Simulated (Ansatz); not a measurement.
Method: Ansatz 0.2.0, DFT PBE, scalar-relativistic, plane waves, PAW. Settings: cutoff 420 eV, Γ-centred meshes spaced at most about 0.3 Å⁻¹, and about 0.25 Å⁻¹ or finer for metals (2π included), Gaussian smearing. Collinear spin in cells that started with moments and kept them past the coarse steps, no spin elsewhere.

Temperature and zero-point effects are left out.

Compare these two cells of CaCoB₂, each relaxed at this level.

1. (no spin) Space group P6/mmm (No. 191), hexagonal, a = 3.465 Å, c = 5.230 Å. Ca is surrounded by 2 Co at 2.62 Å; Co is surrounded by 6 B at 2.00 Å and 2 Ca at 2.62 Å; B has 3 Co at 2.00 Å and 3 B at 2.00 Å.

2. (site moments Co -0.8 μB) Space group P4/mmm (No. 123), tetragonal, a = 2.826 Å, c = 5.738 Å. Ca has 8 B at 2.82 Å, 4 Ca at 2.83 Å and 2 Co at 2.87 Å; Co has 8 B at 2.18 Å, 4 Co at 2.83 Å and 2 Ca at 2.87 Å; around B lie 1 B at 1.76 Å, 4 Co at 2.18 Å, 4 Ca at 2.82 Å and 4 B at 2.83 Å.

Task: Which is lower in energy, and by how much?

Result: Cell 1 is lower, by 167 meV/atom. Cell 1 has space group P6/mmm (No. 191), 13.6 Å³/atom and no gap on its mesh; cell 2 has space group P4/mmm (No. 123), 11.5 Å³/atom and no gap. Counting B atoms around Ca and Co (those within 1.25 times the shortest such distance or 1.15 times the sum of covalent radii, 1.27 where that leaves under three; the shortest distance is added where it exceeds 1.18 times the sum of covalent radii), cell 1 has Ca 12 from 3.3 Å, Co 6 and cell 2 has Ca 8, Co 8. Cell 2 holds B–B pairs (shortest 1.76 Å); in cell 1 the shortest B–B distance is 2.00 Å, near bonding range too. Their magnetic states differ too. The lower one is the more open, so pressure narrows the difference. Even the lower one lies +0.07 eV/atom against the reference forms of the elements (uncorrected), so neither is stable at this level. Both come from invented guesses.

The magnetic state reached may not be the lowest. Trial moments died out on the coarse mesh in P6/mmm; another magnetic start might hold. Cells relaxed within their symmetry can be saddle points. Some types were kept out of the candidates beforehand, so the set may lack a known form.
